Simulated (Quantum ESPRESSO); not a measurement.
## Mo3TaClSe7 (input and log of a self-consistent run)

Simulated, not a measurement. The program is pw.x of Quantum ESPRESSO 7.5 (plane-wave density functional theory). The cell is made up: 12 atoms on a layered 2H lattice, with randomly drawn elements, strain and displacements, not relaxed. PseudoDojo standard norm-conserving files (v0.5 for PBE, v0.4.1 for LDA and PBEsol) set the functional; there is no spin polarisation, spin-orbit coupling or dispersion term, and the masses in the input are unused placeholders.

Input:

```
&control calculation='scf', pseudo_dir='./dojo.nc.sr.pbe.v0_5.standard.upf', outdir='./o', disk_io='low', tprnfor=.true., tstress=.true. /
&system ibrav=0, nat=12, ntyp=4, nbnd=93, ecutwfc=107.82251126, nosym=.true., tot_charge=0,
 occupations='smearing', smearing='fd', degauss=0.0018374661
/
&electrons conv_thr=7.350e-09, electron_maxstep=60, /
ATOMIC_SPECIES
Cl 1.0 Cl.upf
Mo 1.0 Mo.upf
Se 1.0 Se.upf
Ta 1.0 Ta.upf
CELL_PARAMETERS angstrom
3.3457 0.0167 0.0357
0.029 5.8749 -0.0483
0.1431 -0.1118 13.2411
ATOMIC_POSITIONS angstrom
Mo 0.0631 1.8603 3.1772
Mo 1.7319 1.0082 9.8281
Mo 1.8548 4.7913 3.3647
Ta 0.1252 3.8785 9.875
Cl 0.2193 2.1072 8.3173
Se 0.0414 1.852 11.6297
Se 1.5387 0.9784 1.7454
Se 1.8338 0.9416 4.8288
Se 1.8638 4.8118 8.1477
Se 1.8044 4.6879 11.6242
Se 0.1108 3.9223 1.581
Se 0.0734 3.7956 4.8013
K_POINTS automatic
8 6 4 1 1 1
```

The log is shortened where brackets say so; the opening notice, blank lines, dates and the lines on written files are dropped, and the path of the files is cut. It prints rydbergs, bohrs and kilobars, and counts compression as positive stress. With no partly filled state, the Fermi energy that it prints is only some level between the filled and the empty states on the mesh, and need not lie in the true gap.

```
     Program PWSCF v.7.5
     Parallel version (MPI & OpenMP), running on       4 processor cores
     Number of MPI processes:                 4
     Threads/MPI process:                     1
     [start-up lines left out]
     bravais-lattice index     =            0
     lattice parameter (alat)  =       6.3229  a.u.
     unit-cell volume          =    1755.9689 (a.u.)^3
     number of atoms/cell      =           12
     number of atomic types    =            4
     number of electrons       =       174.00
     number of Kohn-Sham states=           93
     kinetic-energy cutoff     =     107.8225  Ry
     charge density cutoff     =     431.2900  Ry
     scf convergence threshold =      7.3E-09
     mixing beta               =       0.7000
     number of iterations used =            8  plain     mixing
     Exchange-correlation= PBE
                           (   1   4   3   4   0   0   0)
     [axes and pseudopotential details left out]
   Cartesian axes
     site n.     atom                  positions (alat units)
         1        Mo     tau(   1) = (   0.0188587   0.5559886   0.9495710  )
         2        Mo     tau(   2) = (   0.5176136   0.3013211   2.9373280  )
         3        Mo     tau(   3) = (   0.5543448   1.4319776   1.0056092  )
         4        Ta     tau(   4) = (   0.0374186   1.1591688   2.9513450  )
         5        Cl     tau(   5) = (   0.0655423   0.6297797   2.4857946  )
         6        Se     tau(   6) = (   0.0123732   0.5535079   3.4757728  )
         7        Se     tau(   7) = (   0.4598718   0.2924148   0.5216484  )
         8        Se     tau(   8) = (   0.5480685   0.2814163   1.4431853  )
         9        Se     tau(   9) = (   0.5570346   1.4381045   2.4351062  )
        10        Se     tau(  10) = (   0.5392817   1.4010744   3.4741290  )
        11        Se     tau(  11) = (   0.0331148   1.1722593   0.4725141  )
        12        Se     tau(  12) = (   0.0219371   1.1343924   1.4349663  )
     number of k points=    96  Fermi-Dirac smearing, width (Ry)=  0.0018
                       cart. coord. in units 2pi/alat
        k(    1) = (   0.0619335   0.0474126   0.0313176), wk =   0.0208333
        k(    2) = (   0.0612567   0.0479354   0.0945026), wk =   0.0208333
     [further k points left out]
     Dense  grid:   265491 G-vectors     FFT dimensions: (  45,  75, 180)
     Estimated max dynamical RAM per process >       1.64 GB
     Estimated total dynamical RAM >       6.36 GB
     Initial potential from superposition of free atoms
     starting charge     173.9943, renormalised to     174.0000
     Starting wfcs are  107 randomized atomic wfcs
     total cpu time spent up to now is       47.1 secs
     per-process dynamical memory:  1460.2 Mb
     Self-consistent Calculation
     iteration #  1     ecut=   107.82 Ry     beta= 0.70
     Davidson diagonalization with overlap
     ethr =  1.00E-02,  avg # of iterations =  2.0
     Threshold (ethr) on eigenvalues was too large:
     Diagonalizing with lowered threshold
     Davidson diagonalization with overlap
     ethr =  8.91E-04,  avg # of iterations =  2.0
     total cpu time spent up to now is      268.7 secs
     total energy              =   -2281.50287425 Ry
     estimated scf accuracy    <       1.58867574 Ry
     iteration #  2     ecut=   107.82 Ry     beta= 0.70
     Davidson diagonalization with overlap
     ethr =  9.13E-04,  avg # of iterations =  8.6
     total cpu time spent up to now is      443.9 secs
     total energy              =   -2278.55606485 Ry
     estimated scf accuracy    <      41.64422854 Ry
     iteration #  3     ecut=   107.82 Ry     beta= 0.70
     Davidson diagonalization with overlap
     ethr =  9.13E-04,  avg # of iterations = 11.7
     total cpu time spent up to now is      616.0 secs
     total energy              =   -2280.75937395 Ry
     estimated scf accuracy    <      34.99920891 Ry
     iteration #  4     ecut=   107.82 Ry     beta= 0.70
     Davidson diagonalization with overlap
     ethr =  9.13E-04,  avg # of iterations = 10.0
     total cpu time spent up to now is      764.4 secs
     total energy              =   -2282.25378321 Ry
     estimated scf accuracy    <       1.81733596 Ry
     iteration #  5     ecut=   107.82 Ry     beta= 0.70
     Davidson diagonalization with overlap
     ethr =  9.13E-04,  avg # of iterations =  3.4
     total cpu time spent up to now is      876.5 secs
     total energy              =   -2282.44944036 Ry
     estimated scf accuracy    <       0.43129908 Ry
     [iterations 6 to 15 left out]
     iteration # 16     ecut=   107.82 Ry     beta= 0.70
     Davidson diagonalization with overlap
     ethr =  1.63E-10,  avg # of iterations =  3.6
     total cpu time spent up to now is     2209.4 secs
     total energy              =   -2282.48988548 Ry
     estimated scf accuracy    <       0.00000011 Ry
     iteration # 17     ecut=   107.82 Ry     beta= 0.70
     Davidson diagonalization with overlap
     ethr =  6.43E-11,  avg # of iterations =  3.9
     total cpu time spent up to now is     2320.8 secs
     total energy              =   -2282.48988547 Ry
     estimated scf accuracy    <       0.00000009 Ry
     iteration # 18     ecut=   107.82 Ry     beta= 0.70
     Davidson diagonalization with overlap
     ethr =  5.04E-11,  avg # of iterations =  2.4
     total cpu time spent up to now is     2429.4 secs
     total energy              =   -2282.48988548 Ry
     estimated scf accuracy    <       0.00000001 Ry
     iteration # 19     ecut=   107.82 Ry     beta= 0.70
     Davidson diagonalization with overlap
     ethr =  8.32E-12,  avg # of iterations =  5.3
     total cpu time spent up to now is     2554.5 secs
     total energy              =   -2282.48988548 Ry
     estimated scf accuracy    <       0.00000002 Ry
     iteration # 20     ecut=   107.82 Ry     beta= 0.70
     Davidson diagonalization with overlap
     ethr =  8.32E-12,  avg # of iterations =  5.0
     total cpu time spent up to now is     2668.2 secs
     End of self-consistent calculation
          k = 0.0619 0.0474 0.0313 ( 33208 PWs)   bands (ev):
   -56.7319 -49.9631 -49.9047 -49.8766 -36.6057 -36.6026 -36.5723 -36.5715
   -36.5590 -36.5496 -36.5448 -36.5336 -36.5295 -36.5278 -36.5167 -36.5148
   -36.5091 -36.4928 -36.4913 -36.4863 -36.4853 -36.4822 -36.4707 -36.4594
   -36.2756 -36.2740 -36.2354 -36.2123 -36.2075 -36.1327 -36.1142 -36.0863
   -36.0353 -36.0222 -35.9805 -35.9733 -35.9505 -35.9344 -35.9256 -24.1525
   -24.1322 -24.1067 -24.0246 -24.0226 -23.9594 -23.9428 -23.9166 -23.9071
   -23.3610 -23.1868 -23.0920  -6.1455  -3.3442  -2.4348  -2.0926  -1.8512
    -1.5137  -1.3857  -1.0325   4.6256   4.6853   5.3424   5.5685   6.1759
     6.2375   6.3547   6.6926   7.0847   7.7171   7.9856   8.0938   8.4309
     8.5173   8.7658   8.9639   9.1621   9.3947   9.5754   9.7592   9.8769
    10.0562  10.1707  10.2890  10.6300  10.7206  10.9851  11.4655  12.3461
    12.5606  12.8604  13.0178  13.2196  13.3758
     [levels at the other k points left out]
     the Fermi energy is    11.7463 ev
!    total energy              =   -2282.48988548 Ry
     estimated scf accuracy    <          1.3E-09 Ry
     smearing contrib. (-TS)   =      -0.00000004 Ry
     internal energy E=F+TS    =   -2282.48988544 Ry
     The total energy is F=E-TS. E is the sum of the following terms:
     one-electron contribution =   -1325.99374768 Ry
     hartree contribution      =     714.07852070 Ry
     xc contribution           =    -439.67792017 Ry
     ewald contribution        =   -1230.89673830 Ry
     convergence has been achieved in  20 iterations
     Forces acting on atoms (cartesian axes, Ry/au):
     atom    1 type  2   force =    -0.07099730    0.09038457    0.08396191
     atom    2 type  2   force =     0.03523908   -0.03826792    0.06484928
     atom    3 type  2   force =    -0.07282042    0.03843504   -0.11953303
     atom    4 type  4   force =     0.01601080   -0.00793221    0.03486968
     atom    5 type  1   force =    -0.02920133   -0.06335935   -0.03076540
     atom    6 type  3   force =     0.00260128   -0.00320573   -0.05648481
     atom    7 type  3   force =     0.12387758   -0.08935136   -0.13102526
     atom    8 type  3   force =    -0.03719627   -0.00076516    0.06880804
     atom    9 type  3   force =    -0.01418996    0.04212857    0.00415631
     atom   10 type  3   force =    -0.00969549    0.07045202   -0.01872118
     atom   11 type  3   force =     0.01641307   -0.01638592    0.01069789
     atom   12 type  3   force =     0.03995896   -0.02213256    0.08918657
     Total force =     0.351434     Total SCF correction =     0.000237
     Computing stress (Cartesian axis) and pressure
          total   stress  (Ry/bohr**3)                   (kbar)     P=       31.26
   0.00022278  -0.00014048  -0.00017932           32.77      -20.66      -26.38
  -0.00014048  -0.00000332   0.00029431          -20.66       -0.49       43.29
  -0.00017932   0.00029431   0.00041811          -26.38       43.29       61.51
     init_run     :     43.52s CPU     44.93s WALL (       1 calls)
     electrons    :   2582.00s CPU   2621.23s WALL (       1 calls)
     forces       :     18.87s CPU     18.91s WALL (       1 calls)
     stress       :     65.03s CPU     66.14s WALL (       1 calls)
     [timing details left out]
     PWSCF        :  45m12.02s CPU  45m54.33s WALL
     JOB DONE.
```

In other units: free energy -31054.857 eV for the cell, pressure 3.13 GPa, largest force component 3.369 eV/Å. This run is the check on a run of the same cell at a cutoff of 1170 eV and k mesh 6 x 4 x 2: rerunning at a cutoff of 1467 eV and k mesh 8 x 6 x 4 moved values by no more than 0.004 eV in energy, 0.02 GPa in stress and 0.009 eV/Å in force.